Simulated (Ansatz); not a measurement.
An element in the sc structure gives these cold pressures by all-electron LAPW under PBEsol (Ansatz 0.2.0, scalar-relativistic, no spin polarisation).

| V (Å³/atom) | P (GPa) |
| --- | --- |
| 19.72 | -0.02 |
| 18.73 | 3.43 |
| 16.76 | 13.84 |
| 14.79 | 31.5 |
| 12.82 | 62.3 |
| 10.85 | 118.5 |
| 8.87 | 228.4 |
| 7.89 | 323.9 |

(1) Which element is it?

Answers

(1) Al. Its zero-pressure volume in this structure is near 19.7 Å³/atom; the volume and the steepness of P(V) together point to it, though neighbours can come close. Other candidates weren't computed, and some may come near.
